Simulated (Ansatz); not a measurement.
Ta (bcc (W type)), relaxed and computed with several functionals in Ansatz (plane waves, PAW). Much of their spread follows the volume that each gives.

```tsv
functional	V (Å³/atom)	K_Hill (GPa)
r²SCAN	18.05	?
PBEsol	17.67	208
PBE	18.28	195
LDA	17.21	218
r²SCAN+D4	17.98	204
PBE+D3(BJ)	17.73	206
```

Task: Fit a straight line to ln K against ln V and predict the withheld value.

Result: Least squares on the 5 shown rows: ln K = -1.77 × ln V + (10.421), with a scatter of 1 %. For r²SCAN this gives 200. The run itself gave 202, within the scatter.

All cells were relaxed under the symmetry of their starts (and spin orders); stability against distortions was not tested throughout. Rows with no word on spin ran without spin polarisation. Scalar-relativistic: spin–orbit coupling is off unless named, which matters more the heavier the elements.

Potentials: the later of the program's two PAW sets.

Ansatz (a program for electronic structure) is a plane-wave DFT program.
